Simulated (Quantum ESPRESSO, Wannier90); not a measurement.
# Wannierisation of Ge$_{2}$Mo (I4/mmm)

```xyz
3
Lattice="0.0000 -3.3202 0.0000 3.3202 0.0000 0.0000 -1.6601 1.6601 4.0932" Properties=species:S:1:pos:R:3 pbc="T T T"
Ge    -1.6601     1.6601     1.3235
Ge     1.6601    -1.6601    -1.3235
Mo     0.0000     0.0000     0.0000
```

Structure: Materials Project mp-10201, symmetrised, not relaxed again. Not found in the COD (Crystallography Open Database) copy used, which has the formula in other groups; not checked further. Level: LDA, no spin polarisation, no spin-orbit coupling; pw.x of Quantum ESPRESSO at 64 Ry with PseudoDojo potentials, 10×10×10 k-points, Wannier90. Density: 10×10×10 mesh, cold smearing 0.01 Ry. Spin-orbit coupling, left out, would split the p-like bands by a few tenths of an eV.

A tight-binding model is made by disentanglement and projection with no localisation steps (num_iter = 0), so the 17 orbitals stay atom-like: hydrogen-like Ge: s;p; Mo: s;p;d, axes along x, y, z; frozen window up to 1.50 eV relative to the Fermi level. It follows pw.x to 2.2 meV rms for states up to 1.0 eV relative to the Fermi level. Matrix elements depend on this choice of orbitals and windows.

Question: Which pairs of orbitals on different sites are coupled most strongly? Give distance, modulus and how many such pairs a cell has.

Answer: 
| orbital | orbital | distance of the centres (Å) | modulus (eV) | pairs |
|---|---|---|---|---|
| Ge pz | Ge pz | 2.42 | 3.13 | 1 |
| Ge pz | Mo pz | 2.88 | 2.24 | 2 |
| Ge pz | Mo dz2 | 2.88 | 1.69 | 2 |
| Ge s | Mo pz | 2.78 | 1.69 | 2 |
| Ge pz | Ge s | 2.53 | 1.59 | 2 |
| Mo py | Mo py | 3.32 | 1.48 | 1 |
| Mo px | Mo px | 3.32 | 1.47 | 1 |
| Ge px | Ge py | 2.63 | 1.36 | 8 |
| Ge pz | Mo s | 2.88 | 1.32 | 2 |
| Ge s | Mo dz2 | 2.78 | 1.27 | 2 |
| Ge py | Mo px | 2.76 | 1.16 | 8 |
| Ge px | Mo py | 2.76 | 1.16 | 8 |
| Ge s | Mo py | 2.69 | 1.10 | 8 |
| Ge s | Mo px | 2.69 | 1.10 | 8 |
| Ge s | Mo pz | 2.69 | 1.07 | 8 |
| Ge py | Mo s | 2.76 | 1.05 | 8 |
| Ge px | Mo s | 2.76 | 1.05 | 8 |
| Ge s | Mo s | 2.69 | 0.99 | 8 |
| Mo dx2-y2 | Mo px | 3.32 | 0.98 | 2 |
| Mo dx2-y2 | Mo py | 3.32 | 0.98 | 2 |
| Ge px | Ge pz | 2.75 | 0.94 | 8 |
| Ge py | Ge pz | 2.75 | 0.94 | 8 |
| Ge px | Mo dyz | 2.76 | 0.87 | 8 |
| Ge py | Mo dxz | 2.76 | 0.87 | 8 |
| Ge pz | Mo pz | 5.31 | 0.87 | 2 |
| Ge px | Ge s | 2.70 | 0.87 | 8 |
| Ge py | Ge s | 2.70 | 0.87 | 8 |
| Ge s | Mo dxy | 2.69 | 0.86 | 8 |
| Ge py | Mo pz | 2.76 | 0.80 | 8 |
| Ge px | Mo pz | 2.76 | 0.80 | 8 |
